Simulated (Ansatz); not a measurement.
Ansatz input

```yaml
crystal:
  lattice:
    - [3.0627912794, 0.0, 0.0]
    - [-1.5313956397, 2.6524550544, 0.0]
    - [0.0, 0.0, 9.5216141422]
  atoms:
    - { symbol: Ga, position: [0.0, 0.0, 1.0] }
    - { symbol: Ga, position: [0.0, 0.0, 0.5] }
    - { symbol: Ga, position: [0.3333333333, 0.6666666667, 0.25] }
    - { symbol: Ga, position: [0.6666666667, 0.3333333333, 0.75] }
hamiltonian:
  xc: r2scan
  pseudopotentials:
    kind: paw
    azcp:
      Ga: "pseudopotentials/Ga.paw.azcp"
basis:
  ecutwfc: 500
  fft_grid_basis: typed
kpoints:
  mp_grid: { grid: [14, 14, 4], shift: [0, 0, 0] }
magnetization:
  spin_polarized: false
scf:
  occupations: { method: fermi_dirac, width: 0.1 }
  lower_state_search: "off"
output:
  stress: true
  write_density: true
  write_potential: true
  elf: true
  volumetric_format: npy
```

and its output:

```
Engine: ansatz 0.2.0, x86_64-unknown-linux-gnu
Pseudopotentials: kind: paw
Pseudopotential: Ga, paw, valence charge 13, recommended cutoff 500 eV (meta_gga) 
Functional definition: r2SCAN
  parameter k0 = 0.174
  parameter k1 = 0.065
  parameter a1 = 4.9479
  exchange = r2scan_x(k0 = k0, k1 = k1, a1 = a1)
  correlation = r2scan_c
Crystal: 4 atoms, lattice volume = 77.353 Å³
Basis set: ecut = 500 eV, 1979 PW (Γ), exchange–correlation on 96×96×288 points (64 copies of the dense FFT grid, shifted against one another)
Bands: 32, of which v1, the nominal top of the filled ones, is band 26 counted from 1 (25 counted from 0)
Symmetry: 24 space group operations
Space group: P63/mmc (ITA 194), of the structure as read, at distance tolerance 4.3e-5 Å
k-points: 72 of 784
Non-local potential: Ga, projectors of the file, l = 0: 2, l = 1: 2, l = 2: 3, l = 3: 1
PAW form: soft (Blöchl's): semilocal exchange-correlation on the pseudo side does not see the compensation charge
PAW frozen core: Ga, regenerated for the run's functional (the file was generated under x = pbe(κ = 0.804, μ = 0.2195149727645171), c = pbe(β = 0.06672455060314922))
PAW one-centre angular grid: Ga, 590 points (default); XC on 160 Gauss nodes
Initial density: superposition of atomic densities (neutral atoms: chi_scale 0, normalization atom), corrected by the library's trained network
Initial wavefunctions: pseudopotential atomic-orbital guess
Functional: x = r2scan, c = r2scan; τ floored in thin density (d = 2e-4 eV/Å³)
SCF iter   1: F=-15160.395963 eV  HF=-15160.417441 eV  |F-HF|=2.15e-2  |Δ(HF+E_count)|=         —  Δρ=1.14e-2  dr2=3.54e-2  dr2_τ=1.11e-3  ethr=1.77e-3  ⟨swp⟩=5.3  Hψ=8737  notcnv=0
SCF iter   2: F=-15160.428205 eV  HF=-15160.427825 eV  |F-HF|=3.80e-4  |Δ(HF+E_count)|=   1.04e-2  Δρ=3.55e-3  dr2=3.46e-3  dr2_τ=9.37e-5  ethr=6.81e-5  ⟨swp⟩=2.0  Hψ=5431  notcnv=0  defer=41
SCF iter   3: F=-15160.428818 eV  HF=-15160.428509 eV  |F-HF|=3.09e-4  |Δ(HF+E_count)|=   6.84e-4  Δρ=2.61e-3  dr2=2.06e-3  dr2_τ=1.28e-5  ethr=6.65e-6  ⟨swp⟩=2.1  Hψ=4049  notcnv=0  defer=41
SCF iter   4: F=-15160.429139 eV  HF=-15160.429012 eV  |F-HF|=1.26e-4  |Δ(HF+E_count)|=   5.03e-4  Δρ=3.38e-4  dr2=9.62e-5  dr2_τ=3.80e-7  ethr=3.96e-6  ⟨swp⟩=2.0  Hψ=2988  notcnv=0  defer=41
SCF iter   5: F=-15160.429166 eV  HF=-15160.429142 eV  |F-HF|=2.32e-5  |Δ(HF+E_count)|=   1.30e-4  Δρ=1.43e-4  dr2=1.75e-5  dr2_τ=5.03e-8  ethr=1.85e-7  ⟨swp⟩=2.7  Hψ=4196  notcnv=0  defer=41
SCF iter   6: F=-15160.429173 eV  HF=-15160.429171 eV  |F-HF|=1.05e-6  |Δ(HF+E_count)|=   2.91e-5  Δρ=2.99e-5  dr2=6.07e-7  dr2_τ=4.45e-9  ethr=3.36e-8  ⟨swp⟩=2.0  Hψ=2749  notcnv=0  defer=41
SCF iter   7: F=-15160.429173 eV  HF=-15160.429173 eV  |F-HF|=3.32e-8  |Δ(HF+E_count)|=   1.25e-6  Δρ=1.39e-5  dr2=1.64e-7  dr2_τ=8.15e-10  ethr=1.92e-10  ⟨swp⟩=10.1  Hψ=16716  notcnv=0
SCF iter   8: F=-15160.429173 eV  HF=-15160.429173 eV  |F-HF|=1.36e-8  |Δ(HF+E_count)|=   1.33e-7  Δρ=8.48e-6  dr2=5.83e-8  dr2_τ=3.79e-10  ethr=1.92e-10  ⟨swp⟩=7.9  Hψ=14704  notcnv=0
SCF 1 converged in 8 iterations: F = -15160.429173 eV  dr2 = 5.83e-8
  Residual-converged pass: ⟨swp⟩=1.0  Hψ=2593  notcnv=0  max |occ|·‖R‖ = 7.0e-9 eV (tolerance 1.0e-8 eV)  dr2=5.83e-8  dr2_τ=3.79e-10  dr2_onsite=5.75e-8  max |Δocc| = 2.6e-10
SCF converged after 8 iterations
Free energy (F): -15160.429173 eV
Harris-Foulkes:  -15160.429173 eV  (|F-HF|=1.36e-8)
Internal energy: -15160.379385 eV  (E = F + TS)
E sigma→0 (E₀):  -15160.404279 eV
Entropy (-TS):   -0.049788 eV (-12.447 meV/atom)
Fermi energy:    9.329461 eV
--- Per-component energies (eV) ---
  E_band       = -185.760740
  E_kinetic    = 454.543488
  E_local      = -7209.945133  (includes V_loc(G=0)·N_el)
  E_nonlocal   = 1696.598638
  E_hartree    = 3386.284865
  E_xc         = -248.586615
  E_vxc        = -237.920676  (∫ρ·V_xc dr)
  E_paw        = -8001.246338  (= ΣΔE_a)
  E_vpaw       = -1675.123373  (= ΣTr[D̂ρ^β])
  E_aug_tail   = -0.000181  (compensation charges beyond the density's cutoff)
  E_vtau       = 13.527421  (kinetic-family band-sum trace: ∫τ·v_τ [+ j·A + Jᵃ·Aᵃ] dr)
  E_ewald      = -5235.415832
  E_core_change = -2.612279  (= ΣΔE_core)
  E_smearing   = -0.049788  (= −TS)
  E_closure    = 0.000000  (closes the sum)
  Σ components = -15160.429173   (vs F -15160.429173, Δ=0.00e0)
--- Stress (GPa, compression-positive) ---
       -3.313672      -0.000000       0.000000
        0.000000      -3.313672       0.000000
        0.000000       0.000000      -3.988716
  P = ⅓ Tr σ = -3.5387 GPa (-35.387 kbar)
--- Band table (eV; the first three rows and the last of 72) ---
  k-point 0: bands = ["-6.2030", "-6.1436", "-6.1430", "-6.1430", "-6.1363", "-6.1318", "-6.1318", "-6.0991", "-6.0989", "-6.0989", "-6.0950", "-6.0950", "-6.0417", "-6.0417", "-5.9906", "-5.9906", "-5.9635", "-5.9635", "-5.9036", "-5.9036", "-2.1546", "-0.3539", "-0.3538", "4.8224", "5.4213", "14.0028", "14.0155", "18.6550", "18.6550", "19.5790", "19.5790", "19.9089"]
  k-point 1: bands = ["-6.1977", "-6.1625", "-6.1376", "-6.1376", "-6.1279", "-6.1279", "-6.1205", "-6.1067", "-6.1067", "-6.1030", "-6.1030", "-6.1010", "-6.0331", "-6.0331", "-6.0007", "-6.0007", "-5.9493", "-5.9493", "-5.9099", "-5.9099", "-2.0437", "-1.1468", "0.6701", "3.3928", "7.0666", "11.5043", "16.6634", "18.7336", "18.7336", "19.2938", "19.2938", "20.2134"]
  k-point 2: bands = ["-6.1831", "-6.1831", "-6.1233", "-6.1233", "-6.1233", "-6.1233", "-6.1171", "-6.1171", "-6.1171", "-6.1171", "-6.1077", "-6.1077", "-6.0168", "-6.0168", "-6.0168", "-6.0168", "-5.9269", "-5.9269", "-5.9269", "-5.9269", "-1.7091", "-1.7091", "1.9222", "1.9222", "9.1826", "9.1826", "18.9588", "18.9588", "18.9588", "18.9588", "19.3805", "19.3805"]
  k-point 71: bands = ["-6.2211", "-6.2211", "-6.1624", "-6.1624", "-6.1139", "-6.1139", "-6.0935", "-6.0935", "-6.0551", "-6.0551", "-6.0429", "-6.0429", "-6.0072", "-6.0072", "-5.9786", "-5.9786", "-5.9219", "-5.9219", "-5.8976", "-5.8976", "5.0394", "5.0394", "5.6525", "5.6525", "7.4335", "7.4335", "8.8650", "8.8650", "9.6534", "9.6534", "10.9787", "10.9787"]
```

Command:

```sh
ansatz run input.yaml --threads 1 --pin off --max-ram 3584MiB --backend cpu --events-out ev --progress --plain --runs-dir out
```

On 1 thread of Intel(R) Xeon(R) Platinum 8259CL CPU @ 2.50GHz (Skylake/Cascade Lake) (shared host) this took about 36 s of wall time and 37 s of CPU time.
